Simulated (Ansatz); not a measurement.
Ni (fcc, Cu type)

```xyz
1
Lattice="0.0000 1.7314 1.7314 1.7314 0.0000 1.7314 1.7314 1.7314 0.0000" Properties=species:S:1:pos:R:3 pbc="T T T"
Ni     0.0000     0.0000     0.0000
```

The slice is a {100} plane (indices of the conventional cell) through the point (0.000, 0.000, 0.000) (fractional), spanned by u = [100] and v = [0 1 -1] in vectors of this cell: u (2.45 Å) and v (2.45 Å, at 90° to u). It covers one period; positions are fractions (u, v).

Method: PBEsol (plane waves to 420 eV, PAW, scalar-relativistic; Ansatz, a quantum-chemistry and plane-wave program). k mesh 23×23×23. Inside the PAW spheres the values are not all-electron values, and peaks at nuclei hang on which shells count as valence. Ni was relaxed with its symmetry unable to fall. Relaxed Ni ends ferromagnetic. The magnetic order is the one the run started from; other orders were not tried.

### Question
What is the ELF at the midpoint of the shortest Ni–Ni line in this plane (2.45 Å)?

### Answer
0.25.

### Question
What is the valence density on the shortest Ni–Ni line in this plane (2.45 Å), at its midpoint?

### Answer
0.34 e/Å³.

### Question
Predict the map of the ELF of the down spins on the slice.

### Answer
```
|xxxxxxxx99551100003355330000115599xxxxxx|
|xxxxxxxx88441100003355330000114488xxxxxx|
|xxxxxx996633110011335533110011336699xxxx|
|xx99886644220000113344331100002244668899|
|5555443322000000113344331100000022334455|
|2211111100000000223344332200000000111111|
|0000000000000011333344333311000000000000|
|0000001111112233333333333333221111110000|
|3333333333333333333333333333333333333333|
|5555555544444444333333333344444444555555|
|3333333333333333333333333333333333333333|
|0000001111112233333333333333221111110000|
|0000000000000011333344333311000000000000|
|2211111100000000223344332200000000111111|
|5555443322000000113344331100000022334455|
|xx99886644220000113344331100002244668899|
|xxxxxx996633110011335533110011336699xxxx|
|xxxxxxxx88441100003355330000114488xxxxxx|
|xxxxxxxx99551100003355330000115599xxxxxx|
|xxxxxxxxxx5522000033553300002255xxxxxxxx|
```
Scale: ten equal steps from 0.18 (start of '0') to 0.38 (end of '9'), in the order '0123456789'. Values: ELF of the down spins. The map has 20 points along u (two characters each, u = 0 at the left) and 20 along v (v = 0 in the bottom row). Points within 0.5 Å of a nucleus are blanked (x), as the pseudised field means little there.
